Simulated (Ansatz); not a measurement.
# Relaxation of Ti$_{2}$Ga

These are results of DFT r2SCAN, scalar-relativistic, plane waves, PAW (Ansatz), not measurements. (500 eV cutoff, 12×12×8 k-mesh, Gaussian smearing of 0.10 eV, no spin polarisation)

What was changed: relaxed at 3 GPa.

Command:

```bash
ansatz run input.yaml --threads 1 --pin off --max-ram 2560MiB --backend cpu --events-out ev --progress --plain --runs-dir out
```

Input:

```yaml
crystal:
  lattice:
    - [4.4594778955, 0.0, 0.0]
    - [-2.2297389477, 3.8620211451, 0.0]
    - [0.0, 0.0, 5.4042508084]
  atoms:
    - { symbol: Ti, position: [0.3333333333, 0.6666666667, 0.75] }
    - { symbol: Ti, position: [0.6666666667, 0.3333333333, 0.25] }
    - { symbol: Ti, position: [0.0, 0.0, 0.0] }
    - { symbol: Ti, position: [0.0, 0.0, 0.5] }
    - { symbol: Ga, position: [0.3333333333, 0.6666666667, 0.25] }
    - { symbol: Ga, position: [0.6666666667, 0.3333333333, 0.75] }
basis:
  ecutwfc: 500
kpoints:
  mp_grid: { grid: [12, 12, 8] }
hamiltonian:
  xc: r2scan
scf:
  occupations: { method: gaussian, width: 0.1 }
output:
  forces: true
  stress: true
  eigenvalues: true
relax:
  adjacent_minimum: "off"
  f_tol: 0.008
  max_steps: 50
  cell: { stress_tol: 0.08, p_target: 3.0 }
```

F is the free energy. Steps run on the plane waves of an earlier cell, but the last one, and at times one on the way, on a freshly chosen basis, so a repeated geometry can differ a little in energy. The relaxation lowers the enthalpy F + PV at the target pressure, so F itself can rise.

Steps:

```tsv
step	F − F(1) (eV)	largest force component (eV/Å)	V (Å³/atom)	P (GPa)
1	0.0000	0.000	15.513	3.87
2	-0.0176	0.000	15.665	2.45
3	-0.0119	0.000	15.606	2.99
4	-0.0122	0.000	15.606	2.99
```

Relaxed structure:

```
CELL_PARAMETERS angstrom
4.47120 0.00000 0.00000
-2.23560 3.87218 0.00000
0.00000 0.00000 5.40830
ATOMIC_POSITIONS crystal
Ti 0.33333 0.66667 0.75000
Ti 0.66667 0.33333 0.25000
Ti 0.00000 0.00000 0.00000
Ti 0.00000 0.00000 0.50000
Ga 0.33333 0.66667 0.25000
Ga 0.66667 0.33333 0.75000
```

It takes space group P6_3/mmc (No. 194, hexagonal). The conventional cell has a = 4.471 Å, b = 4.471 Å, c = 5.408 Å, α = 90.00°, β = 90.00°, γ = 120.00°. Ti (site symmetry -6m2) is surrounded by 5 Ga at 2.58 to 2.70 Å and 6 Ti at 2.91 Å. Around Ti (site symmetry -3m) lie 8 Ti at 2.70 to 2.91 Å and 6 Ga at 2.91 Å. Ga (site symmetry -6m2) is surrounded by 11 Ti at 2.58 to 2.91 Å.

The run converged. It took 2.8 min on 1 thread of Intel(R) Xeon(R) Platinum 8259CL CPU @ 2.50GHz (Skylake/Cascade Lake), with other jobs on the host, peak memory 0.9 GiB.